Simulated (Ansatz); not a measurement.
A distorted cell of MoS$_{2}$ (2H-MoS2 type, space group P6_3/mmc):

```xyz
6
Lattice="3.1194 0.0000 0.0000 -1.5597 2.7015 0.0000 0.0000 0.0000 12.2262" Properties=species:S:1:pos:R:3 pbc="T T T"
Mo     0.0000     1.8010     3.0565
Mo     1.5597     0.9005     9.1696
S      0.0000     1.8010     7.5994
S      1.5597     0.9005     1.4863
S      1.5597     0.9005     4.6268
S      0.0000     1.8010    10.7398
```

The numbers are results of r2SCAN+rVV10 (plane waves to 500 eV, PAW, scalar-relativistic; Ansatz, an electronic-structure program), not measurements. k mesh 12×12×3 (Γ-centred), Fermi-Dirac smearing 0.05 eV. Energies are smeared free energies. Stress and pressure are positive under compression. MoS2 is run without spin polarisation. MoS2 was relaxed with its symmetry unable to fall. The PAW data are Ansatz's earlier set.

Give the stress tensor in GPa and the pressure.


```
   5.67     0.00     0.00
   0.00     5.67     0.00
   0.00     0.00     1.57
```
The pressure, a third of the trace, is 4.30 GPa.

It is the relaxed cell scaled evenly to V/V₀ = 0.950, atoms relaxed where free. What is its energy relative to the relaxed cell?

11.5 meV/atom.

(A scan under strain: stresses follow from slopes of the energy per volume, elastic moduli from its curvatures.)
